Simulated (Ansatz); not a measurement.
AlNi:
```cif
data_AlNi
_chemical_formula_sum 'Al1 Ni1'
_space_group_name_H-M_alt 'Pm-3m'
_space_group_IT_number 221
_space_group_name_Hall '-P 4 2 3'
_cell_length_a 2.86203
_cell_length_b 2.86203
_cell_length_c 2.86203
_cell_angle_alpha 90.000
_cell_angle_beta 90.000
_cell_angle_gamma 90.000
loop_
_atom_site_label
_atom_site_type_symbol
_atom_site_symmetry_multiplicity
_atom_site_Wyckoff_symbol
_atom_site_fract_x
_atom_site_fract_y
_atom_site_fract_z
_atom_site_occupancy
Al1 Al 1 b 0.50000 0.50000 0.50000 1
Ni1 Ni 1 a 0.00000 0.00000 0.00000 1
```

Relaxed with PBEsol.

Q: Decompose the optical modes at the zone centre into irreducible representations, and say which are infrared and Raman allowed.

A: Point group m-3m: Γ_opt = T1u. Infrared: T1u. Raman: none.

Q: Assign frequencies (DFPT, the program Ansatz at the PBEsol level (PAW)).

A: T1u 302 cm⁻¹.

The PBEsol relaxation kept the symmetry of its start; of distortions, only those at the zone centre were tested. No spin polarisation was allowed. As this level gives no gap, phonon frequencies hold no LO–TO term and depend on the k-mesh and smearing (Fermi–Dirac, 0.1 eV here).

Potentials: the earlier of the program's two PAW sets.
